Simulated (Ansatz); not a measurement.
A: HgSe (zinc blende), a = b = c = 6.133 Å, α = β = γ = 90.00°
B: BaZrO3 (cubic perovskite), a = 4.181 Å, b = 4.181 Å, c = 4.181 Å, α = 90.00°, β = 90.00°, γ = 90.00°
C: GaP (zinc blende), a = 5.438 Å, b = 5.438 Å, c = 5.438 Å, α = 90.00°, β = 90.00°, γ = 90.00°

Scan: energy over volume and axial ratio (atoms clamped). One method and one kind of scan serve all of them; meshes and ranges differ. All were relaxed with their symmetry unable to fall. At this level the bands of HgSe touch or barely overlap. BaZrO3 is run without spin polarisation. Spin-orbit coupling is left out.

Task: Put the candidates in order of shear modulus C′ = (C11 − C12)/2 (fitted), lowest first, for PBEsol (plane waves to 420 eV, PAW, scalar-relativistic; Ansatz, a first-principles code).

Result: A (7 GPa), C (37 GPa), B (120 GPa)

(A scan under strain: stresses follow from slopes of the energy per volume, elastic moduli from its curvatures.)
